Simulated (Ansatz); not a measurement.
ZnCu$_{2}$SnSe$_{4}$ (kesterite type, space group I-4)

```
ZnCu2SnSe4
1.0
   -2.88182     2.88182     5.76298
    2.88182    -2.88182     5.76298
    2.88182     2.88182    -5.76298
Cu Zn Sn Se
2 1 1 4
Cartesian
  0.00000   0.00000   0.00000
  0.00000   2.88182   2.88149
  2.88182   0.00000   2.88149
  0.00000   0.00000   5.76298
  1.49665   1.55024   4.26201
  1.38518   1.33158  -1.50097
  1.55024  -1.49665   7.26395
  1.33158   4.37847   1.50097
```

E(V) scan at fixed shape, V₀ the volume above. The atoms relax within the cell's symmetry.

These are PBE (plane waves to 420 eV, PAW, scalar-relativistic; Ansatz, a program for electronic structure) values and carry that method's errors. k mesh 8×8×8 (Γ-centred), Fermi-Dirac smearing 0.05 eV. E stands for the smeared free energy. At this level the bands of ZnCu2SnSe4 touch or barely overlap. ZnCu2SnSe4 is run without spin polarisation. ZnCu2SnSe4 was relaxed with its symmetry unable to fall. ΔE is measured from the relaxed starting cell.

**Question.** What ΔE (eV/atom) does the calculation give at V/V₀ = 0.840, 0.867, 0.893, 0.920, 1.160?

**Answer.** 
```
V/V₀   ΔE (eV/atom)
-----  ------------
0.840         0.150
0.867         0.098
0.893         0.059
0.920         0.031
1.160         0.080
```

(Under strain, the slope of the energy per volume gives the stress and its curvature an elastic modulus.)
